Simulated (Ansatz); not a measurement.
VBiO₄:
```cif
data_Bi4O16V4
_chemical_formula_sum 'V4 Bi4 O16'
_space_group_name_H-M_alt 'I41/a :1'
_space_group_IT_number 88
_space_group_name_Hall 'I 4bw -1bw'
_cell_length_a 5.06299
_cell_length_b 5.06299
_cell_length_c 11.43059
_cell_angle_alpha 90.000
_cell_angle_beta 90.000
_cell_angle_gamma 90.000
loop_
_space_group_symop_operation_xyz
  'x, y, z'
  '-y, x+1/2, z+1/4'
  '-x+1/2, -y+1/2, z+1/2'
  'y+1/2, -x, z+3/4'
  '-x, -y+1/2, -z+1/4'
  'y, -x, -z'
  'x+1/2, y, -z+3/4'
  '-y+1/2, x+1/2, -z+1/2'
  'x+1/2, y+1/2, z+1/2'
  '-y+1/2, x, z+3/4'
  '-x, -y, z'
  'y, -x+1/2, z+1/4'
  '-x+1/2, -y, -z+3/4'
  'y+1/2, -x+1/2, -z+1/2'
  'x, y+1/2, -z+1/4'
  '-y, x, -z'
loop_
_atom_site_label
_atom_site_type_symbol
_atom_site_symmetry_multiplicity
_atom_site_Wyckoff_symbol
_atom_site_fract_x
_atom_site_fract_y
_atom_site_fract_z
_atom_site_occupancy
V1 V 4 b 0.00000 0.00000 0.50000 1
Bi1 Bi 4 a 0.00000 0.00000 0.00000 1
O1 O 16 f 0.25066 0.35924 0.07985 1
```
(The calculation used a cell of 12 atoms; values per cell refer to that cell.)

Relaxed with LDA.

**Question.** Which orbitals make up the states near the band edges in DFT-LDA in the program Ansatz with PAW potentials?

**Answer.** Top 1 eV of the valence band: O 2p 84 %, Bi 6s 9 %. Bottom 1 eV of the conduction band: V 3d 64 %, O 2p 22 %, Bi 6p 10 %. Projections are on Löwdin-orthogonalised atomic valence shells; empty p or d shells of many metals are not among them.

**Question.** Tabulate the density of states.

**Answer.** States/eV per cell of 12 atoms, in 0.25 eV bins, energy from the valence-band maximum.

| E (eV) | total | O 2p | V 3d | Bi 6p |
|---|---|---|---|---|
| -7.85 | 0.00 | 0.00 | 0.00 | 0.00 |
| -7.60 | 0.00 | 0.00 | 0.00 | 0.00 |
| -7.35 | 0.00 | 0.00 | 0.00 | 0.00 |
| -7.10 | 0.00 | 0.00 | 0.00 | 0.00 |
| -6.85 | 0.00 | 0.00 | 0.00 | 0.00 |
| -6.60 | 0.00 | 0.00 | 0.00 | 0.00 |
| -6.35 | 0.00 | 0.00 | 0.00 | 0.00 |
| -6.10 | 0.00 | 0.00 | 0.00 | 0.00 |
| -5.85 | 0.00 | 0.00 | 0.00 | 0.00 |
| -5.60 | 3.57 | 2.22 | 0.64 | 0.65 |
| -5.35 | 8.97 | 5.73 | 1.51 | 1.59 |
| -5.10 | 9.28 | 6.13 | 1.48 | 1.51 |
| -4.85 | 7.09 | 4.80 | 1.12 | 1.05 |
| -4.60 | 5.06 | 3.51 | 0.81 | 0.63 |
| -4.35 | 6.22 | 4.40 | 1.01 | 0.64 |
| -4.10 | 7.60 | 5.45 | 1.30 | 0.59 |
| -3.85 | 8.95 | 6.24 | 1.94 | 0.42 |
| -3.60 | 15.73 | 11.09 | 3.65 | 0.34 |
| -3.35 | 14.85 | 10.94 | 3.00 | 0.26 |
| -3.10 | 12.71 | 10.00 | 1.83 | 0.25 |
| -2.85 | 10.26 | 8.49 | 1.07 | 0.20 |
| -2.60 | 9.59 | 8.18 | 0.73 | 0.19 |
| -2.35 | 6.86 | 5.74 | 0.54 | 0.16 |
| -2.10 | 7.81 | 6.63 | 0.58 | 0.17 |
| -1.85 | 7.04 | 6.24 | 0.34 | 0.14 |
| -1.60 | 9.44 | 8.28 | 0.46 | 0.16 |
| -1.35 | 11.85 | 10.63 | 0.52 | 0.12 |
| -1.10 | 10.25 | 9.27 | 0.41 | 0.10 |
| -0.85 | 7.97 | 7.15 | 0.29 | 0.08 |
| -0.60 | 5.25 | 4.31 | 0.27 | 0.04 |
| -0.35 | 2.55 | 1.93 | 0.14 | 0.02 |
| -0.10 | 3.11 | 2.38 | 0.10 | 0.02 |
| 0.15 | 0.00 | 0.00 | 0.00 | 0.00 |
| 0.40 | 0.00 | 0.00 | 0.00 | 0.00 |
| 0.65 | 0.00 | 0.00 | 0.00 | 0.00 |
| 0.90 | 0.00 | 0.00 | 0.00 | 0.00 |
| 1.15 | 0.00 | 0.00 | 0.00 | 0.00 |
| 1.40 | 0.00 | 0.00 | 0.00 | 0.00 |
| 1.65 | 0.00 | 0.00 | 0.00 | 0.00 |
| 1.90 | 0.00 | 0.00 | 0.00 | 0.00 |
| 2.15 | 2.36 | 0.31 | 1.59 | 0.38 |
| 2.40 | 5.05 | 0.87 | 3.28 | 0.70 |
| 2.65 | 7.76 | 1.67 | 4.96 | 0.80 |
| 2.90 | 11.10 | 2.85 | 7.11 | 0.66 |
| 3.15 | 5.54 | 1.53 | 3.41 | 0.31 |
| 3.40 | 2.92 | 0.54 | 1.61 | 0.43 |
| 3.65 | 7.09 | 1.41 | 3.88 | 0.96 |
| 3.90 | 7.50 | 1.72 | 4.04 | 0.89 |
| 4.15 | 7.47 | 1.89 | 3.90 | 0.91 |
| 4.40 | 10.01 | 2.79 | 5.35 | 0.92 |
| 4.65 | 10.50 | 3.09 | 5.48 | 0.96 |
| 4.90 | 2.85 | 0.85 | 1.37 | 0.36 |
| 5.15 | 3.75 | 0.98 | 0.68 | 1.67 |
| 5.40 | 4.54 | 1.23 | 0.73 | 2.15 |
| 5.65 | 3.93 | 1.08 | 0.57 | 1.95 |
| 5.90 | 3.83 | 1.09 | 0.49 | 1.94 |
| 6.15 | 5.36 | 1.48 | 0.56 | 2.88 |
| 6.40 | 5.94 | 1.70 | 0.49 | 3.29 |
| 6.65 | 5.07 | 1.51 | 0.46 | 2.75 |
| 6.90 | 3.93 | 1.01 | 0.24 | 2.37 |

Space group I4_1/a. The cell was relaxed with LDA under the symmetry of its start; of distortions, only those at the zone centre were tested. No spin polarisation was allowed. No Hubbard U is applied. Scalar-relativistic: spin–orbit coupling is off unless named, which matters more the heavier the elements.

Potentials: the later of the program's two PAW sets.
